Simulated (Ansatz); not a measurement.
## Fields on a plane of W (fcc, Cu type)

```
CELL_PARAMETERS angstrom
      0.00000     1.99880     1.99880
      1.99880     0.00000     1.99880
      1.99880     1.99880     0.00000
ATOMIC_POSITIONS crystal
  W  0.00000 0.00000 0.00000
```

The slice is a {110} plane (indices of the conventional cell) through the point (0.000, 0.000, 0.000) (fractional), spanned by u = [100] and v = [1 -1 -1] in vectors of this cell: u (2.83 Å) and v (4.00 Å, at 90° to u). It covers one period; positions are fractions (u, v).

Atoms on it: W at (0.00, 0.00).

Calculation: PBEsol (plane waves to 420 eV, PAW, scalar-relativistic; Ansatz, a quantum-chemistry and plane-wave program). k mesh 20×20×20. Near the nuclei the fields are pseudised (PAW); where an atom keeps semicore shells as valence, they peak there. Spin-orbit coupling is left out, though W is heavy. This is one of several known forms of W; the measured ambient cells at hand have space group No. 229. W is run without spin polarisation. W was relaxed with its symmetry unable to fall.

```
v \ u  0.00  0.14  0.29  0.43  0.57  0.71  0.86
-----  ----  ----  ----  ----  ----  ----  ----
0.90    0.7   0.6   0.0  -0.4  -0.4   0.0   0.6
0.80    0.2   0.0  -0.3  -0.5  -0.5  -0.3   0.0
0.70   -0.5  -0.5  -0.5  -0.5  -0.5  -0.5  -0.5
0.60   -0.7  -0.6  -0.5  -0.5  -0.5  -0.5  -0.6
0.50   -0.7  -0.7  -0.5  -0.5  -0.5  -0.5  -0.7
0.40   -0.7  -0.6  -0.5  -0.5  -0.5  -0.5  -0.6
0.30   -0.5  -0.5  -0.5  -0.5  -0.5  -0.5  -0.5
0.20    0.2   0.0  -0.3  -0.5  -0.5  -0.3   0.0
0.10    0.7   0.6   0.0  -0.4  -0.4   0.0   0.6
0.00    0.6   0.7   0.2  -0.4  -0.4   0.2   0.7
```

Values: log₁₀ of the valence density in e/Å³. The scale is logarithmic, as a density can span decades between atoms and voids.

| v \ u | 0.00 | 0.14 | 0.29 | 0.43 | 0.57 | 0.71 | 0.86 |
|---|---|---|---|---|---|---|---|
| 0.90 | x | 0.72 | 0.39 | 0.34 | 0.34 | 0.39 | 0.72 |
| 0.80 | 0.48 | 0.36 | 0.26 | 0.49 | 0.49 | 0.26 | 0.36 |
| 0.70 | 0.17 | 0.25 | 0.43 | 0.53 | 0.53 | 0.43 | 0.25 |
| 0.60 | 0.36 | 0.40 | 0.42 | 0.42 | 0.42 | 0.42 | 0.40 |
| 0.50 | 0.40 | 0.39 | 0.37 | 0.36 | 0.36 | 0.37 | 0.39 |
| 0.40 | 0.36 | 0.40 | 0.42 | 0.42 | 0.42 | 0.42 | 0.40 |
| 0.30 | 0.17 | 0.25 | 0.43 | 0.53 | 0.53 | 0.43 | 0.25 |
| 0.20 | 0.48 | 0.36 | 0.26 | 0.49 | 0.49 | 0.26 | 0.36 |
| 0.10 | x | 0.72 | 0.39 | 0.34 | 0.34 | 0.39 | 0.72 |
| 0.00 | x | x | 0.52 | 0.28 | 0.28 | 0.52 | x |

Values: electron localisation function (ELF). Points within 0.5 Å of a nucleus are blanked (x), as the pseudised field means little there.

The density on the W–W line (2.83 Å) at its midpoint is 0.36 e/Å³ and the ELF at that point is 0.36.
